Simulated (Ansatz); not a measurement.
## Slab of fcc Pd (110), 5 layers

The slab is cut from the fcc crystal, the stable phase, as relaxed on PAW files (15.36 Å³/atom), with 16 Å of vacuum and a dipole correction:

```
Pd
1.0
     2.79032    0.00000    0.00000
     0.00000    3.94610    0.00000
     0.00000    0.00000   21.58060
Pd
5
Direct
  0.00000 0.00000 0.37070
  0.50000 0.50000 0.43535
  0.00000 0.00000 0.50000
  0.50000 0.50000 0.56465
  0.00000 0.00000 0.62930
```

All numbers are PBE results (scalar-relativistic) from Ansatz 0.2.0, with a Γ-centred 12×8×1 k mesh, Fermi–Dirac smearing of 0.1 eV, no spin polarisation. Methods: LAPW: all electrons, basis error target 1 meV/atom; PAW: frozen-core files, cutoff 420 eV.

The bulk energy comes from a cell in the slab's orientation on a 12×8×12 mesh. The surface energy is (E(slab) − N·E(bulk))/2A at zero smearing, the mean of both faces; thin slabs carry quantum-size effects.

Q: As cut, the LAPW slab lies 2.258 eV above 5 atoms of bulk. What surface energy is that?

A: Over two faces of 11.01 Å² it is 102.5 meV/Å², and times 16.02 J/m² per eV/Å² that gives γ = 1.643 J/m².

```
method  γ as cut (J/m²)  γ relaxed (J/m²)  Φ as cut (eV)  Φ relaxed (eV)
  LAPW            1.643             1.590           4.74            4.74
   PAW            1.639             1.587           4.73            4.74
```

Q: How do the spacings between the planes relax?

A: From the bottom face up: d12 -9.6 % of 1.395 Å, d23 +2.8 % of 1.395 Å, d34 +2.8 % of 1.395 Å, d45 -9.6 % of 1.395 Å.

Q: What changes if the vacuum is set to 22 Å?

A: LAPW then gives: no gap, work function 4.74 eV; PAW: no gap, work function 4.74 eV.

Q: A 3d core hole is made on one atom of each kind in every 1×1 cell (PAW hole dataset, neutral cell, valence without spin). What does it cost by layer?

A: layer 1 334.27 eV, layer 2 334.58 eV, layer 3 334.74 eV. Shifts between layers mean more than the absolute values, and a whole layer of holes screens otherwise than one hole.
